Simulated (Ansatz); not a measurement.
# Hf: stiffness from a series of strains

```
CELL_PARAMETERS angstrom
0.00000 2.22000 2.22000
2.22000 0.00000 2.22000
2.22000 2.22000 0.00000
ATOMIC_POSITIONS crystal
Hf 0.00000 0.00000 0.00000
```

The cell is COD entry 1534929, as deposited and not checked against the literature; nothing was relaxed.

No spin–orbit coupling, which matters for the heavy atoms here.

Level of theory: DFT, PBEsol, all-electron LAPW, scalar-relativistic in Ansatz 0.2.0.

Numerical set-up: a Γ-centred 16×16×16 k mesh, Fermi–Dirac smearing of 0.03 eV, basis error target 0.25 meV/atom, no spin polarisation.

The strain is applied along the Cartesian axes of the cell as listed (γ is the engineering shear, twice εxy = εyz = εzx). Fractional coordinates are held (clamped ions).

σ is the change of stress from the unstrained cell, which is at -1.60 GPa; tension is positive, so slopes are stress–strain coefficients at that pressure. In a metal the k mesh adds noise.

Only quantities that a quadratic follows smoothly over the whole series are listed; rougher ones are left out.

```csv
γ,σxy (GPa)
-0.0200,-1.18
-0.0100,-0.56
0.0000,0.00
0.0200,1.18
```

**Question.** Fit the series and read off the stiffness at zero strain.

**Answer.** Least-squares fits y = p0 + p1 x + p2 x² to the rows give σxy (GPa): p1 = 58.8, p2 = -27. So C44 (clamped ions) = 59 GPa.

**Question.** One run, at γ = 0.0100, is withheld. Predict its row.

**Answer.** The fits give 0.60; the run gave 0.59.
